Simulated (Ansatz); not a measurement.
Data:

Hg2WO4:
```yaml
crystal:
  lattice:
    - [4.37435, 5.77587, 0.00000]
    - [-4.37435, 5.77587, 0.00000]
    - [-2.05271, 0.00000, 4.47344]
  atoms:
    - { symbol: Hg, position: [0.24967, 0.53033, 0.01993] }
    - { symbol: Hg, position: [0.75033, 0.46967, 0.98007] }
    - { symbol: Hg, position: [0.53033, 0.24967, 0.48007] }
    - { symbol: Hg, position: [0.46967, 0.75033, 0.51993] }
    - { symbol: W, position: [0.90137, 0.90137, 0.25000] }
    - { symbol: W, position: [0.09863, 0.09863, 0.75000] }
    - { symbol: O, position: [0.94977, 0.66227, 0.20242] }
    - { symbol: O, position: [0.05023, 0.33773, 0.79758] }
    - { symbol: O, position: [0.66227, 0.94977, 0.29758] }
    - { symbol: O, position: [0.33773, 0.05023, 0.70242] }
    - { symbol: O, position: [0.08346, 0.81832, 0.64939] }
    - { symbol: O, position: [0.91654, 0.18168, 0.35061] }
    - { symbol: O, position: [0.81832, 0.08346, 0.85061] }
    - { symbol: O, position: [0.18168, 0.91654, 0.14939] }
```

This is the r²SCAN+D4-relaxed structure. Cartesian axes are those of the cell as given.

**Question.** All from r²SCAN+D4 in the plane-wave PAW code Ansatz, unless another level is named. Estimate the hole effective mass.

**Answer.** 0.38, 0.75, 1.1 mₑ (principal values).

**Question.** And the conduction-band minimum?

**Answer.** off the standard path, at k = (0.401, -0.401, -0.474).

**Question.** Predict the valence-band maximum.

**Answer.** off the standard path, at k = (0.201, -0.201, -0.299).

Space group C2/c. The first step of the workflow began from a Materials Project structure, measured or hypothetical; the Crystallography Open Database copy checked does not list it. Whether it is the stable phase at ambient conditions was not checked. The cell was relaxed with r²SCAN+D4 under the symmetry of its start; whether a distortion lowers the energy is not shown. The run is not spin-polarised. No Hubbard U is applied. Spin–orbit coupling is left out wherever it is not named.

Potentials: the later of the program's two PAW sets.

Edges and masses are those of Kohn–Sham bands, whose gap is no quasiparticle gap.
